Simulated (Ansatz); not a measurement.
The start is a generated cell, Pd placed in the AFLOW prototype A_hR3_166_ac (C19, as in Sm). The structure is fully relaxed (lattice and positions, P = 0) with r2SCAN (plane waves to 500 eV, PAW, scalar-relativistic; Ansatz, a first-principles code). The first steps use a coarse 14×14×14 k-mesh.

The start:
```
Pd
1.0
    1.38149     0.79760     6.67766
   -1.38149     0.79760     6.67766
    0.00000    -1.59521     6.67766
Pd
3
Cartesian
  0.00000   0.00000   0.00000
  0.00000   0.00000   4.45173
  0.00000   0.00000  15.58125
```

**Question.** How large is the pressure on the unrelaxed cell, and of which sign?

**Answer.** +3.4 GPa (positive: the cell is compressed).

**Question.** Which atoms feel the largest initial force, and how large is it?

**Answer.** 0.09 eV/Å, on Pd2, Pd3 (atoms numbered as listed).

**Question.** By how much does the energy per atom fall from start to end?

**Answer.** 0.01 eV/atom.

**Question.** How does the volume change?

**Answer.** +1.7 %, from 14.72 to 14.97 Å³/atom.

**Question.** How do the shortest distances between atoms change?

**Answer.** The closest pairs of elements (up to four, under 3.6 Å), start → end: Pd–Pd 2.74 → 2.75 Å.

**Question.** Is the relaxed structure metallic? Give its gap.

**Answer.** Zero (metallic).

**Question.** Write out the relaxed structure.

**Answer.** 
```cif
data_Pd9
_chemical_formula_sum 'Pd9'
_space_group_name_H-M_alt 'R-3m :H'
_space_group_IT_number 166
_space_group_name_Hall '-R 3 2"'
_cell_length_a 2.75127
_cell_length_b 2.75127
_cell_length_c 20.55501
_cell_angle_alpha 90.000
_cell_angle_beta 90.000
_cell_angle_gamma 120.000
loop_
_atom_site_label
_atom_site_type_symbol
_atom_site_symmetry_multiplicity
_atom_site_Wyckoff_symbol
_atom_site_fract_x
_atom_site_fract_y
_atom_site_fract_z
_atom_site_occupancy
Pd1 Pd 3 a 0.00000 0.00000 0.00000 1
Pd2 Pd 6 c 0.00000 0.00000 0.22244 1
```
(The calculation used a cell of 3 atoms; values per cell refer to that cell.)

The space group stays R-3m (No. 166) (the run could not lower it); the end is AFLOW prototype A_hR3_166_ac (C19, as in Sm), with 3 atoms in the primitive cell. Final values are on a 19×19×19 k-mesh of the relaxed cell. No spin polarisation in the result.

The run could not lose the symmetry of its start, so the end can be a saddle point.

The relaxed structure here is a generated cell of Pd: the first start was made by placing the elements on the sites of a structure type, and the end was not matched to a known phase here, so it may be hypothetical. Known forms of Pd include space group No. 225.
